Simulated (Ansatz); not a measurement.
A geometry of Ta away from equilibrium: the start of the relaxation of a generated cell, Ta built in the AFLOW prototype A_oC4_63_c (A20). Level of theory: PBE (plane waves to 420 eV, PAW, scalar-relativistic; Ansatz, a program for electronic structure). Γ-centred k-mesh 13×13×7 on the run's cell (coarser than for final values), Fermi–Dirac smearing 0.05 eV.

```xyz
2
Lattice="1.3634 -2.8131 0.0000 1.3634 2.8131 0.0000 0.0000 0.0000 4.7277" Properties=species:S:1:pos:R:3:forces:R:3 pbc="T T T" free_energy=-19865.716 pressure_GPa=8.0
Ta     1.3634    -2.2377     1.1819    0.0000    1.3240    0.0000
Ta     1.3634     2.2377     3.5458    0.0000   -1.3240    0.0000
```

Positions in Å, forces in eV/Å, free energy of the cell in eV (comparable only within this code, potentials and settings). Largest force: 1.32 eV/Å, on Ta1, Ta2 (atoms numbered as listed); the geometry lies 0.18 eV/atom above the end of its relaxation.

No spin polarisation in the result.

The run could not lower the symmetry of its start; a shaken copy of this end point relaxes with PBE to Im-3m (No. 229), 0.21 eV/atom lower.

The end of the path is a generated cell of Ta: the first start was made by placing the elements on the sites of a structure type, and the end was not matched to a known phase here, so it may be hypothetical. Known forms of Ta include space group No. 229.
